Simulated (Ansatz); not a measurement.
# La, omega (AlB2-type): geometry optimisation

The calculation used DFT, BLYP, plane waves (420 eV) with PAW, scalar-relativistic (Ansatz). The PAW files were generated under PBE, with cores re-solved for the functional.

k-point mesh 6×6×9, Fermi-Dirac smearing 0.1 eV, no spin polarisation. Cell and atoms relax.

Starting structure:

```
La
1.0
     5.95745    0.00000    0.00000
    -2.97873    5.15931    0.00000
     0.00000    0.00000    3.65192
La
3
Cartesian
  0.0000 0.0000 0.0000
  0.0000 3.4395 1.8260
  2.9787 1.7198 1.8260
```

Question: What cell does the relaxation end in?

Answer: P6/mmm with a = 6.089 Å, c = 3.742 Å (c/a = 0.615); 40.04 Å³ per atom against 37.42 at the start (7.0 %).

Question: How much energy does the relaxation gain?

Answer: 15.3 meV per atom.

Path of the relaxation (the plane waves are chosen anew near the end, which can shift the energy a little):

```json
{"step": "0", "E − E(final) (meV/atom)": "15.29", "V (Å³/atom)": "37.416", "P (GPa)": "1.95", "max force (eV/Å)": "0.000"}
{"step": "1", "E − E(final) (meV/atom)": "0.76", "V (Å³/atom)": "39.483", "P (GPa)": "0.36", "max force (eV/Å)": "0.000"}
{"step": "2", "E − E(final) (meV/atom)": "0.14", "V (Å³/atom)": "39.997", "P (GPa)": "0.02", "max force (eV/Å)": "0.000"}
{"step": "3", "E − E(final) (meV/atom)": "0.13", "V (Å³/atom)": "40.039", "P (GPa)": "0.00", "max force (eV/Å)": "0.000"}
{"step": "4", "E − E(final) (meV/atom)": "0.00", "V (Å³/atom)": "40.039", "P (GPa)": "0.01", "max force (eV/Å)": "0.000"}
```
